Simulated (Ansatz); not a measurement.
**Fields on a plane of SnSe2 (CdI2 type)**

```xyz
3
Lattice="3.8403 0.0000 0.0000 -1.9201 3.3258 0.0000 0.0000 0.0000 6.0057" Properties=species:S:1:pos:R:3 pbc="T T T"
Sn     0.0000     0.0000     0.0000
Se     0.0000     2.2172     1.5935
Se     1.9201     1.1086     4.4122
```

The slice is a (-1 1 0 2) plane (indices of the conventional cell) through the point (0.333, 0.667, 0.265) (fractional), spanned by u = [110] and v = [1 -1 1] in vectors of this cell: u (3.84 Å) and v (8.96 Å, at 90° to u). It covers one period; positions are fractions (u, v).

Atoms on it: Se at (0.00, 0.00). Other atoms lie within 1 Å of the plane.

Method: PBE-D3(BJ) (plane waves to 420 eV, PAW, scalar-relativistic; Ansatz, a quantum-chemistry and plane-wave program). k mesh 10×10×6. These are valence fields of a PAW run, semicore shells included where kept as valence: close to a nucleus they are smooth pseudo fields. SnSe2 was relaxed with its symmetry unable to fall.

```tsv
v \ u	0.00	0.14	0.29	0.43	0.57	0.71	0.86
0.88	0.76	0.67	0.28	0.04	0.04	0.28	0.67
0.75	0.10	0.26	0.24	0.15	0.15	0.24	0.26
0.62	0.22	0.28	0.26	0.20	0.20	0.26	0.28
0.50	0.76	0.67	0.26	0.03	0.03	0.26	0.67
0.38	0.79	0.83	0.68	0.08	0.08	0.68	0.83
0.25	0.52	0.38	0.09	0.02	0.02	0.09	0.38
0.12	0.78	0.73	0.38	0.03	0.03	0.38	0.73
0.00	x	0.64	0.73	0.18	0.18	0.73	0.64
```

Values: electron localisation function (ELF). Points within 0.5 Å of a nucleus are blanked (x), as the pseudised field means little there.

```
|xxxx0678760xxx|
|xxxx3678763xxx|
|xx02578887520x|
|00257788877520|
|01356788876531|
|00025678765200|
|xxx025777520xx|
|xxxx0467640xxx|
|xxxx0366630xxx|
|xxxx0356530xxx|
|xxxx0366630xxx|
|xxx015676510xx|
|x0004677764000|
|00246788876420|
|33567888887653|
|01367889887631|
|xx03689998630x|
|xxx058999850xx|
|xxx047999740xx|
|xxx048999840xx|
|xxx168999861xx|
|xx05799999750x|
|34678999998764|
|78899999999988|
|99999999999999|
|99999999999999|
|77889999999887|
|12478999998742|
|xx02689998620x|
|xxxx4788874xxx|
|xxxx1688861xxx|
|xxxx0678760xxx|
```
Scale: ten equal steps from -2.00 (start of '0') to 6.21 (end of '9'), in the order '0123456789'. Values: electrostatic potential energy of an electron, from the cell's mean, in eV. The map has 14 points along u (one character each, u = 0 at the left) and 32 along v (v = 0 in the bottom row). Points within 1 Å of a nucleus are blanked (x), as the pseudised field means little there. Values under -2 eV are set to -2. The zero, the cell's mean, hangs on the PAW cores.
